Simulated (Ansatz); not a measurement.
Level of theory: DFT, LDA (PW92), plane waves (420 eV) with PAW, scalar-relativistic (Ansatz 0.2.0). (PAW data from PBE, frozen cores regenerated.)

An element in the bcc structure gives this curve. The cell is scaled uniformly from the relaxed one, with fractional coordinates and shape fixed. Energies are extrapolated to zero smearing, pressures are those at the given smearing. Magnetic state: spin not included.

```
V (Å³/atom)  E − E₀ (meV/atom)  P (GPa)
     17.883               73.9    11.46
     18.696               29.1     6.51
     19.509                6.1     2.74
     20.322                0.0    -0.14
     21.135                6.6    -2.31
     21.948               22.8    -3.93
     22.761               46.0    -5.12
```

(1) Which element is it?
A. selenium
B. cadmium
C. magnesium
D. mercury

Results:

(1) B. Its fit is V₀ = 20.27 Å³/atom, B₀ = 63 GPa, B₀′ = 6.0.
